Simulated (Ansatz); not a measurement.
**Phases of Zr at 220 GPa**

Structure types of Zr are relaxed in primitive cells with their symmetry kept at 220 GPa, first on PAW files, then by LAPW. The enthalpy is E + pV at zero temperature, without zero-point motion. Only the types listed were tried, and differences under about 5 meV/atom are mesh noise. Not among the end structures: fcc, bcc, which may lie lower.

All numbers are PBEsol results (scalar-relativistic) from Ansatz 0.2.0, with Fermi–Dirac smearing of 0.08 eV, no spin polarisation. Methods: LAPW: all electrons, basis error target 0.5 meV/atom; PAW: frozen-core files, cutoff 420 eV.

k meshes: hcp 18×18×10, sc 17×17×17, omega 9×9×13, beta tin 18×18×18.

The PAW files were made under PBE.

Which type is lowest in enthalpy, and by how much?

omega, 2 meV/atom below hcp, which is within the noise of the k meshes. The whole table:

| start type | ends as | a, b, c (Å) | V (Å³/atom) | H − H(lowest), LAPW (meV/atom) | same, PAW |
| --- | --- | --- | --- | --- | --- |
| hcp | hcp, P6_3/mmc | 2.422, 2.422, 4.344 | 11.03 | 1.8 | 2.0 |
| sc | sc, Pm-3m | 2.259, 2.259, 2.259 | 11.52 | 1411.8 | 1411.5 |
| omega | omega, P6/mmm | 4.056, 4.056, 2.313 | 10.98 | 0.0 | 0.0 |
| beta tin | beta tin, I4_1/amd | 4.337, 4.337, 2.407 | 11.32 | 597.4 | 597.0 |
